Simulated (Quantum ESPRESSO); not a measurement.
# Ti2Ag5Ta: one run as intended and one with a planted mistake

Computed values, not a measurement. The program is pw.x of Quantum ESPRESSO 7.5 (plane-wave density functional theory). The cell is made up: eight metal atoms on a face-centred cubic lattice, with elements, volume, strain and displacements drawn at random and not relaxed, so it may be unstable or far from any real phase. PseudoDojo standard norm-conserving files set the functional (PBE unless stated); there is no spin polarisation or spin-orbit coupling, the Fermi-Dirac width of 0.25 eV means electrons at about 2900 K, and the masses in the input are unused placeholders. Heavy elements are run without spin-orbit coupling, which real alloys of them have. A spin test at this wide smearing found no moment, but such smearing suppresses magnetism that the real alloy may have.

Intended input:

```
&control calculation='scf', pseudo_dir='./dojo.nc.sr.pbe.v0_5.standard.upf', outdir='./o', disk_io='minimal', tprnfor=.true., tstress=.true. /
&system ibrav=0, nat=8, ntyp=3, nbnd=78, ecutwfc=84.00895049, nosym=.true., tot_charge=0,
 occupations='smearing', smearing='fd', degauss=0.0183746611
/
&electrons conv_thr=1.470e-08, electron_maxstep=70, mixing_beta=0.5 /
ATOMIC_SPECIES
Ag 1.0 Ag.upf
Ta 1.0 Ta.upf
Ti 1.0 Ti.upf
CELL_PARAMETERS angstrom
0.0 -2.1022 -2.1022
2.1022 4.2044 -2.1022
8.4087 -4.2044 4.2044
ATOMIC_POSITIONS angstrom
Ti -0.107 -0.2596 0.0629
Ag 4.1636 -2.1628 2.1711
Ag 4.0702 0.0258 0.0432
Ta 8.3694 -2.1138 2.2236
Ag 2.287 -2.2249 0.0663
Ti 6.3254 -4.2731 2.0825
Ag 2.0775 0.0223 -2.0403
Ag 6.328 -2.1052 0.0175
K_POINTS automatic
8 5 3 1 1 1
```

The log is shortened where brackets say so; the opening notice, blank lines, dates and the lines on written files are dropped, and the path of the files is cut. It prints rydbergs, bohrs and kilobars, and counts compression as positive stress. Its total energy is the free energy E - TS of the whole cell.

Log of the intended run:

```
     Program PWSCF v.7.5
     Parallel version (MPI & OpenMP), running on       4 processor cores
     Number of MPI processes:                 4
     Threads/MPI process:                     1
     [start-up lines left out]
     bravais-lattice index     =            0
     lattice parameter (alat)  =       5.6181  a.u.
     unit-cell volume          =    1003.0782 (a.u.)^3
     number of atoms/cell      =            8
     number of atomic types    =            3
     number of electrons       =       132.00
     number of Kohn-Sham states=           78
     kinetic-energy cutoff     =      84.0090  Ry
     charge density cutoff     =     336.0358  Ry
     scf convergence threshold =      1.5E-08
     mixing beta               =       0.5000
     number of iterations used =            8  plain     mixing
     Exchange-correlation= PBE
                           (   1   4   3   4   0   0   0)
     [axes and pseudopotential details left out]
   Cartesian axes
     site n.     atom                  positions (alat units)
         1        Ti     tau(   1) = (  -0.0359911  -0.0873204   0.0211574  )
         2        Ag     tau(   2) = (   1.4004899  -0.7274905   0.7302823  )
         3        Ag     tau(   3) = (   1.3690734   0.0086782   0.0145310  )
         4        Ta     tau(   4) = (   2.8151743  -0.7110086   0.7479415  )
         5        Ag     tau(   5) = (   0.7692671  -0.7483788   0.0223010  )
         6        Ti     tau(   6) = (   2.1276440  -1.4373218   0.7004804  )
         7        Ag     tau(   7) = (   0.6987986   0.0075009  -0.6862858  )
         8        Ag     tau(   8) = (   2.1285186  -0.7081159   0.0058864  )
     number of k points=    60  Fermi-Dirac smearing, width (Ry)=  0.0184
                       cart. coord. in units 2pi/alat
        k(    1) = (   0.0905989  -0.0125220  -0.0758664), wk =   0.0333333
        k(    2) = (  -0.0861794   0.0464041  -0.1347925), wk =   0.0333333
     [further k points left out]
     Dense  grid:   104493 G-vectors     FFT dimensions: (  36,  60, 120)
     Estimated max dynamical RAM per process >     421.44 MB
     Estimated total dynamical RAM >       1.57 GB
     Initial potential from superposition of free atoms
     starting charge     131.9936, renormalised to     132.0000
     Starting wfcs are   80 randomized atomic wfcs
     total cpu time spent up to now is       13.9 secs
     per-process dynamical memory:   331.2 Mb
     Self-consistent Calculation
     iteration #  1     ecut=    84.01 Ry     beta= 0.50
     Davidson diagonalization with overlap
     ethr =  1.00E-02,  avg # of iterations =  4.2
     total cpu time spent up to now is       54.4 secs
     total energy              =   -1913.02231084 Ry
     estimated scf accuracy    <       7.21331848 Ry
     iteration #  2     ecut=    84.01 Ry     beta= 0.50
     Davidson diagonalization with overlap
     ethr =  5.46E-03,  avg # of iterations =  6.1
     total cpu time spent up to now is       99.2 secs
     total energy              =   -1911.11428944 Ry
     estimated scf accuracy    <     125.95124123 Ry
     [iterations 3 to 16 left out]
     iteration # 17     ecut=    84.01 Ry     beta= 0.50
     Davidson diagonalization with overlap
     ethr =  1.39E-11,  avg # of iterations =  2.4
     total cpu time spent up to now is      599.8 secs
     total energy              =   -1917.80039320 Ry
     estimated scf accuracy    <       0.00000005 Ry
     iteration # 18     ecut=    84.01 Ry     beta= 0.50
     Davidson diagonalization with overlap
     ethr =  1.39E-11,  avg # of iterations =  1.2
     total cpu time spent up to now is      628.5 secs
     End of self-consistent calculation
     [lines on levels left out]
!    total energy              =   -1917.80039320 Ry
     estimated scf accuracy    <          1.9E-09 Ry
     smearing contrib. (-TS)   =      -0.09511834 Ry
     internal energy E=F+TS    =   -1917.70527485 Ry
     The total energy is F=E-TS. E is the sum of the following terms:
     one-electron contribution =    -905.86902811 Ry
     hartree contribution      =     512.96433607 Ry
     xc contribution           =    -295.76431924 Ry
     ewald contribution        =   -1229.03626357 Ry
     convergence has been achieved in  18 iterations
     Forces acting on atoms (cartesian axes, Ry/au):
     atom    1 type  3   force =     0.00870622    0.02950184   -0.01343236
     atom    2 type  1   force =     0.01839734   -0.00684460    0.00251875
     atom    3 type  1   force =     0.02037383   -0.00504329   -0.00011786
     atom    4 type  2   force =    -0.00713576   -0.01306446   -0.00749346
     atom    5 type  1   force =    -0.03564360    0.01183663   -0.00525627
     atom    6 type  3   force =     0.00779831   -0.00370158    0.01205819
     atom    7 type  1   force =    -0.00246645   -0.01092658    0.00890683
     atom    8 type  1   force =    -0.01002989   -0.00175796    0.00281619
     Total force =     0.064893     Total SCF correction =     0.000254
     Computing stress (Cartesian axis) and pressure
          total   stress  (Ry/bohr**3)                   (kbar)     P=      -34.21
  -0.00015937  -0.00004926   0.00004729          -23.44       -7.25        6.96
  -0.00004926  -0.00027746  -0.00003447           -7.25      -40.82       -5.07
   0.00004729  -0.00003447  -0.00026090            6.96       -5.07      -38.38
     init_run     :     11.30s CPU     12.16s WALL (       1 calls)
     electrons    :    602.93s CPU    614.56s WALL (       1 calls)
     forces       :      5.56s CPU      5.56s WALL (       1 calls)
     stress       :     19.19s CPU     19.19s WALL (       1 calls)
     [timing details left out]
     PWSCF        :  10m40.88s CPU  10m53.42s WALL
     JOB DONE.
```

A second run has one planted mistake: the files are those of another functional. The input lines that differ:

```
- &control calculation='scf', pseudo_dir='./dojo.nc.sr.pbe.v0_5.standard.upf', outdir='./o', disk_io='minimal', tprnfor=.true., tstress=.true. /
+ &control calculation='scf', pseudo_dir='./dojo.nc.sr.pbesol.v0_4_1.standard.upf', outdir='./o', disk_io='minimal', tprnfor=.true., tstress=.true. /
```

Its log:

```
     Program PWSCF v.7.5
     Parallel version (MPI & OpenMP), running on       4 processor cores
     Number of MPI processes:                 4
     Threads/MPI process:                     1
     [start-up lines left out]
     bravais-lattice index     =            0
     lattice parameter (alat)  =       5.6181  a.u.
     unit-cell volume          =    1003.0782 (a.u.)^3
     number of atoms/cell      =            8
     number of atomic types    =            3
     number of electrons       =       132.00
     number of Kohn-Sham states=           78
     kinetic-energy cutoff     =      84.0090  Ry
     charge density cutoff     =     336.0358  Ry
     scf convergence threshold =      1.5E-08
     mixing beta               =       0.5000
     number of iterations used =            8  plain     mixing
     Exchange-correlation= PBESOL
                           (   1   4  10   8   0   0   0)
     [axes and pseudopotential details left out]
   Cartesian axes
     site n.     atom                  positions (alat units)
         1        Ti     tau(   1) = (  -0.0359911  -0.0873204   0.0211574  )
         2        Ag     tau(   2) = (   1.4004899  -0.7274905   0.7302823  )
         3        Ag     tau(   3) = (   1.3690734   0.0086782   0.0145310  )
         4        Ta     tau(   4) = (   2.8151743  -0.7110086   0.7479415  )
         5        Ag     tau(   5) = (   0.7692671  -0.7483788   0.0223010  )
         6        Ti     tau(   6) = (   2.1276440  -1.4373218   0.7004804  )
         7        Ag     tau(   7) = (   0.6987986   0.0075009  -0.6862858  )
         8        Ag     tau(   8) = (   2.1285186  -0.7081159   0.0058864  )
     number of k points=    60  Fermi-Dirac smearing, width (Ry)=  0.0184
                       cart. coord. in units 2pi/alat
        k(    1) = (   0.0905989  -0.0125220  -0.0758664), wk =   0.0333333
        k(    2) = (  -0.0861794   0.0464041  -0.1347925), wk =   0.0333333
     [further k points left out]
     Dense  grid:   104493 G-vectors     FFT dimensions: (  36,  60, 120)
     Estimated max dynamical RAM per process >     421.44 MB
     Estimated total dynamical RAM >       1.57 GB
     Initial potential from superposition of free atoms
     starting charge     131.9941, renormalised to     132.0000
     Starting wfcs are   80 randomized atomic wfcs
     total cpu time spent up to now is       15.6 secs
     per-process dynamical memory:   340.0 Mb
     Self-consistent Calculation
     iteration #  1     ecut=    84.01 Ry     beta= 0.50
     Davidson diagonalization with overlap
     ethr =  1.00E-02,  avg # of iterations =  4.2
     total cpu time spent up to now is       52.9 secs
     total energy              =   -1911.34256148 Ry
     estimated scf accuracy    <       7.50123792 Ry
     iteration #  2     ecut=    84.01 Ry     beta= 0.50
     Davidson diagonalization with overlap
     ethr =  5.68E-03,  avg # of iterations =  6.0
     total cpu time spent up to now is       99.2 secs
     total energy              =   -1909.58753937 Ry
     estimated scf accuracy    <     127.94202216 Ry
     [iterations 3 to 14 left out]
     iteration # 15     ecut=    84.01 Ry     beta= 0.50
     Davidson diagonalization with overlap
     ethr =  1.31E-10,  avg # of iterations =  2.9
     total cpu time spent up to now is      587.4 secs
     total energy              =   -1916.30907804 Ry
     estimated scf accuracy    <       0.00000003 Ry
     iteration # 16     ecut=    84.01 Ry     beta= 0.50
     Davidson diagonalization with overlap
     ethr =  1.95E-11,  avg # of iterations =  2.1
     total cpu time spent up to now is      618.2 secs
     End of self-consistent calculation
     [lines on levels left out]
!    total energy              =   -1916.30907803 Ry
     estimated scf accuracy    <       0.00000001 Ry
     smearing contrib. (-TS)   =      -0.09520418 Ry
     internal energy E=F+TS    =   -1916.21387385 Ry
     The total energy is F=E-TS. E is the sum of the following terms:
     one-electron contribution =    -905.42680743 Ry
     hartree contribution      =     511.76327275 Ry
     xc contribution           =    -293.51407559 Ry
     ewald contribution        =   -1229.03626357 Ry
     convergence has been achieved in  16 iterations
     Forces acting on atoms (cartesian axes, Ry/au):
     atom    1 type  3   force =     0.00783387    0.02674452   -0.01148826
     atom    2 type  1   force =     0.01487248   -0.00581672    0.00177924
     atom    3 type  1   force =     0.01779260   -0.00434797   -0.00038916
     atom    4 type  2   force =    -0.00626064   -0.01193121   -0.00740592
     atom    5 type  1   force =    -0.03033782    0.00994511   -0.00391121
     atom    6 type  3   force =     0.00606309   -0.00292538    0.01079600
     atom    7 type  1   force =    -0.00086237   -0.00982933    0.00792517
     atom    8 type  1   force =    -0.00910121   -0.00183901    0.00269416
     Total force =     0.056471     Total SCF correction =     0.000870
     Computing stress (Cartesian axis) and pressure
          total   stress  (Ry/bohr**3)                   (kbar)     P=      -90.21
  -0.00054095  -0.00004721   0.00004484          -79.58       -6.95        6.60
  -0.00004721  -0.00065726  -0.00003492           -6.95      -96.69       -5.14
   0.00004484  -0.00003492  -0.00064140            6.60       -5.14      -94.35
     init_run     :     10.75s CPU     11.26s WALL (       1 calls)
     electrons    :    584.44s CPU    602.67s WALL (       1 calls)
     forces       :      5.21s CPU      5.25s WALL (       1 calls)
     stress       :     17.90s CPU     17.91s WALL (       1 calls)
     [timing details left out]
     PWSCF        :  10m22.60s CPU  10m41.58s WALL
     JOB DONE.
```

|  | intended run | run with the mistake |
| --- | --- | --- |
| free energy (eV) | -26093.004 | -26072.713 |
| entropy term -TS, part of it (eV) | -1.294 | -1.295 |
| pressure (GPa) | -3.42 | -9.02 |
| size of the largest force component (eV/Å) | 0.916 | 0.780 |
| largest change of a force component (eV/Å) |  | 0.136 |
| iterations | 18 | 16 |

For scale, a rerun of the intended cell at a higher cutoff and on a denser mesh moved values by no more than 0.011 eV in energy, 0.20 GPa in stress and 0.009 eV/Å in force, and a second program with other atomic files agreed on that cell to 2 % rms in force and 0.5 GPa in pressure. Files of another functional or element have another zero of energy, so the energy change says nothing on stability.